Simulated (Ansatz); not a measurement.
Crystals of one structure type (rock salt) and one family of elements, relaxed and computed with LDA in the plane-wave PAW code Ansatz.

```tsv
crystal	V (Å³/atom)	highest Γ mode, no LO–TO term (cm⁻¹)
LiF	7.47	339
KF	17.20	211
LiBr	18.71	196
NaCl	20.39	?
KCl	28.04	161
RbBr	37.05	99
KI	39.61	115
```

Fit a straight line to ln ω against ln V and predict the withheld value.

Least squares on the 6 shown rows: ln ω = -0.70 × ln V + (7.294), with a scatter of 9 %. For NaCl this gives 178. The run itself gave 188, within the scatter.

All cells were relaxed under the symmetry of their starts (and spin orders); stability against distortions was not tested throughout. Spin–orbit coupling is left out wherever it is not named.

Potentials: the later of the program's two PAW sets.
